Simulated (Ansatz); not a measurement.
**Run times of several calculations on SiO₂**

Cell: 12 atoms, space group P4_12_12, a = 4.978 Å, b = 4.978 Å, c = 6.948 Å, α = 90.00°, β = 90.00°, γ = 90.00°.

All runs are DFT with Ansatz 0.2.0 on 1 thread of Intel Xeon Platinum 8488C (Sapphire Rapids) (x86_64; 64 cores open to the job, memory cap 2.5 GiB, no GPU), a shared host.

Q: Rank the runs by wall time, shortest first.
A. relaxation of the ions, PBE, 420 eV, 5×5×4 k-points, smearing 0.02 eV
B. single point, PBE, 420 eV, 5×5×4 k-points, smearing 0.02 eV
C. single point at relaxed positions, r2SCAN, 500 eV, 5×5×4 k-points, smearing 0.02 eV

A: B (12 s, 0.54 GiB), C (23 s, 0.86 GiB), A (38 s, 0.57 GiB).
